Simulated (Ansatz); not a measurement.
The relaxed structure here is a generated cell of WSe2: the first start was made by placing the elements on the sites of a structure type, and the end was not matched to a known phase here, so it may be hypothetical. Known forms of WSe2 include space group No. 194.

One starting cell of WSe$_{2}$ (a generated cell, WSe2 placed in the fluorite structure type) was relaxed twice with Ansatz (plane waves, PAW, scalar-relativistic): with r2SCAN at 500 eV and with PBE at 420 eV. The r2SCAN result:

```yaml
crystal:
  lattice:
    - [0.00000, 3.13068, 3.13068]
    - [3.13068, 0.00000, 3.13068]
    - [3.13068, 3.13068, 0.00000]
  atoms:
    - { symbol: W, position: [0.00000, 0.00000, 0.00000] }
    - { symbol: Se, position: [0.25000, 0.25000, 0.25000] }
    - { symbol: Se, position: [0.75000, 0.75000, 0.75000] }
```

```tsv
quantity	r2SCAN	PBE
space group	Fm-3m	Fm-3m
volume (Å³/atom)	20.46	?
a (Å)	6.261	?
gap (eV, no spin-orbit coupling)	0.00	?
spin order	ferromagnetic	?
net moment (μB/atom)	0.63	?
```

**Question.** Fill in the PBE column.

**Answer.** 
- volume (Å³/atom), PBE: 20.50
- a (Å), PBE: 6.266
- gap (eV, no spin-orbit coupling), PBE: 0.00
- spin order, PBE: ferromagnetic
- net moment (μB/atom), PBE: 0.61

Both levels end in the same structure; PBE's volume is within 0.5 % of r2SCAN's. Neither column is exact.

Spin states reached: ferromagnetic; spin orders were not searched systematically.

The run could not lose the symmetry of its start; a randomly shaken copy of 6 atoms returns to this structure.

All atoms sit on sites fixed by symmetry, so only the cell could relax.

Ansatz is an electronic-structure program.
